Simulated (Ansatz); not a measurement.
# In2Au, first-principles data

In₂Au:
```cif
data_Au2In4
_chemical_formula_sum 'In4 Au2'
_space_group_name_H-M_alt 'P 1'
_space_group_IT_number 1
_cell_length_a 5.95447
_cell_length_b 5.95447
_cell_length_c 5.95447
_cell_angle_alpha 60.000
_cell_angle_beta 60.000
_cell_angle_gamma 60.000
loop_
_space_group_symop_operation_xyz
  'x, y, z'
loop_
_atom_site_label
_atom_site_type_symbol
_atom_site_fract_x
_atom_site_fract_y
_atom_site_fract_z
_atom_site_occupancy
In1 In 0.62500 0.62500 0.62500 1
In2 In 0.12500 0.62500 0.62500 1
In3 In 0.62500 0.12500 0.62500 1
In4 In 0.62500 0.62500 0.12500 1
Au1 Au 0.25000 0.25000 0.25000 1
Au2 Au 0.00000 0.00000 0.00000 1
```

Space group Fd-3m (No. 227), cubic Laves (MgCu2 type); conventional cell a = 8.421 Å, b = 8.421 Å, c = 8.421 Å, α = 90.00°, β = 90.00°, γ = 90.00°.

Method: DFT-r²SCAN in the program Ansatz with PAW potentials. Geometry: relaxed at this level of theory. Other levels are named where they apply.

### Cell and energy

```json
{
  "volume_per_atom": "24.88 Å³",
  "density": "9.49 g/cm³",
  "Formation energy from the elements (no fitted shifts)": "0.33 eV/atom"
}
```

### Electronic structure

```json
{
 "electronic_character": "metallic (no gap)",
 "Density of states at the Fermi level": "0.43 states/eV per atom (mean over ±0.08 eV)",
 "Gap with spin–orbit coupling": "none (metallic)"
}
```

### Mechanics

```json
{
 "Bulk modulus (Birch–Murnaghan fit)": "44.2 GPa",
 "Pressure derivative B′": "5.5"
}
```

### Charges

```json
{
  "bader_charges": "In +0.26, Au -0.51 e"
}
```

A made-up cell: these elements were put on the sites of a structure type; neither database checked (COD, Materials Project) lists it. COD files the formula under space group No. 225, so this cell is another polymorph or a model. Its standing as an ambient phase is unchecked. The r²SCAN relaxation kept the symmetry of its start; whether a distortion lowers the energy is not shown. The references are the lowest solids computed at this level, not always the standard phases. Scalar-relativistic: spin–orbit coupling is off unless named, which matters more the heavier the elements.

Potentials: the earlier of the program's two PAW sets.
